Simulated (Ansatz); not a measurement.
**B, bcc: geometry optimisation**

Theory: DFT, BLYP, plane waves (420 eV) with PAW, scalar-relativistic (Ansatz). The PAW files were generated under PBE, with cores re-solved for the functional.

k-point mesh 18×18×18, Fermi-Dirac smearing 0.1 eV, no spin polarisation. Cell and atoms relax.

Starting structure:

```
B
1.0
    -1.17892    1.17892    1.17892
     1.17892   -1.17892    1.17892
     1.17892    1.17892   -1.17892
B
1
Direct
  0.00000 0.00000 0.00000
```

Question: What cell does the relaxation end in?

Answer: Im-3m with a = 2.345 Å; 6.45 Å³ per atom against 6.55 at the start (-1.6 %).

Question: How much energy does the relaxation gain?

Answer: 0.9 meV per atom.

Path of the relaxation (the plane waves are chosen anew near the end, which can shift the energy a little):

```tsv
step	E − E(final) (meV/atom)	V (Å³/atom)	P (GPa)	max force (eV/Å)
0	0.87	6.554	-2.67	0.000
1	0.21	6.512	-1.61	0.000
2	-0.25	6.448	0.06	0.000
3	-0.25	6.450	0.00	0.000
4	0.00	6.450	-0.03	0.000
```
